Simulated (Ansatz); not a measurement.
Structure relaxation, SnO

The start is a relaxed SnO cell with every coordinate shifted by Gaussian noise of σ = 0.45 Å. The structure is fully relaxed (lattice and positions, P = 0) with PBE (plane waves to 420 eV, PAW, scalar-relativistic; Ansatz, a quantum-chemistry and plane-wave program). First-step values are on the input's coarse k-mesh.

Ansatz input (later rounds restart from its end on a renewed k-mesh):
Ansatz 0.2 input:
```yaml
crystal:
  lattice:
    - [3.8671387184, 0, 0]
    - [0, 3.8671387184, 0]
    - [0, 0, 5.0733880042]
  atoms:
    - { symbol: Sn, position: [0.6118394791, 0.0240055645, 0.2132067039] }
    - { symbol: Sn, position: [0.0311208787, 0.5474232114, 0.5742983835] }
    - { symbol: O, position: [-0.0249555504, 0.0862762819, -0.0281229943] }
    - { symbol: O, position: [0.5832471302, 0.5113719318, 0.140037734] }
basis: { ecutwfc: 420, ecutrho_ratio: 4, xc_grid: 2, fft_grid_basis: typed }
kpoints: { mp_grid: { grid: [6, 6, 5] } }
hamiltonian:
  xc: pbe
  dispersion: none
  pseudopotentials: { azcp: { folder: ./paw }, kind: paw }
scf: { occupations: { method: fermi_dirac, width: 0.05 } }
relax: { f_tol: 0.01, max_steps: 100, cell: { stress_tol: 0.02 } }
output: { forces: true, stress: true }
```

```yaml
initial_pressure: "+7.1 GPa (positive: the cell is compressed)"
largest_initial_force: 4.50 eV/Å, on O3 (atoms numbered as listed)
energy_released: 0.89 eV/atom
Shortest distances (start → end): "The closest pairs of elements (up to four, under 3.6 Å), start → end: O–Sn 1.88 → 2.25 Å; O–O 2.39 → 2.73 Å; Sn–Sn 3.06 → 3.58 Å"
band_gap_at_the_end: 0.50 eV, indirect (valence top at or next to Γ, conduction bottom at M) (no spin-orbit coupling)
optimiser_moves: 15
```

It ends as:

```cif
data_O2Sn2
_chemical_formula_sum 'Sn2 O2'
_space_group_name_H-M_alt 'P4/nmm :1'
_space_group_IT_number 129
_space_group_name_Hall 'P 4ab 2ab -1ab'
_cell_length_a 3.86707
_cell_length_b 3.86707
_cell_length_c 5.07523
_cell_angle_alpha 90.000
_cell_angle_beta 90.000
_cell_angle_gamma 90.000
loop_
_space_group_symop_operation_xyz
  'x, y, z'
  '-y+1/2, x+1/2, z'
  '-x, -y, z'
  'y+1/2, -x+1/2, z'
  'x+1/2, -y+1/2, -z'
  '-y, -x, -z'
  '-x+1/2, y+1/2, -z'
  'y, x, -z'
  '-x+1/2, -y+1/2, -z'
  'y, -x, -z'
  'x+1/2, y+1/2, -z'
  '-y, x, -z'
  '-x, y, z'
  'y+1/2, x+1/2, z'
  'x, -y, z'
  '-y+1/2, -x+1/2, z'
loop_
_atom_site_label
_atom_site_type_symbol
_atom_site_symmetry_multiplicity
_atom_site_Wyckoff_symbol
_atom_site_fract_x
_atom_site_fract_y
_atom_site_fract_z
_atom_site_occupancy
Sn1 Sn 2 c 0.00000 0.50000 0.27166 1
O1 O 2 b 0.50000 0.50000 0.50000 1
```

Final values are on a 9×9×7 k-mesh of the relaxed cell. No spin polarisation in the result.
